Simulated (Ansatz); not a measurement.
Polymorphs of In, each relaxed with DFT-PBE in the program Ansatz with PAW potentials:

A: body-centred tetragonal (I4/mmm)
a = b = 3.453 Å, c = 4.604 Å, α = β = γ = 90.00°

| atom | site | symmetry | x | y | z |
|---|---|---|---|---|---|
| In | 2a | 4/mmm | 0.0000 | 0.0000 | 0.0000 |

B: diamond (Fd-3m)
a = 6.736 Å, b = 6.736 Å, c = 6.736 Å, α = 90.00°, β = 90.00°, γ = 90.00°

| atom | site | symmetry | x | y | z |
|---|---|---|---|---|---|
| In | 8b | -43m | 0.5000 | 0.5000 | 0.5000 |

Problem. Order them by energy per atom at 0 K (lowest first) at the level PBE.

Solution. A (+0 meV/atom), B (+339 meV/atom)

Typed or built starts, not in the databases checked: B. Not the usual ambient phase: B. Relaxed far from the usual cell of the phase: A. All cells were relaxed under the symmetry of their starts (and spin orders); stability against distortions was not tested throughout. Scalar-relativistic: spin–orbit coupling is off unless named, which matters more the heavier the elements.

Energies hold the estimated change up to a 700 eV cutoff; steps of a few meV lie near the error of the meshes.

Potentials: the earlier of the program's two PAW sets.
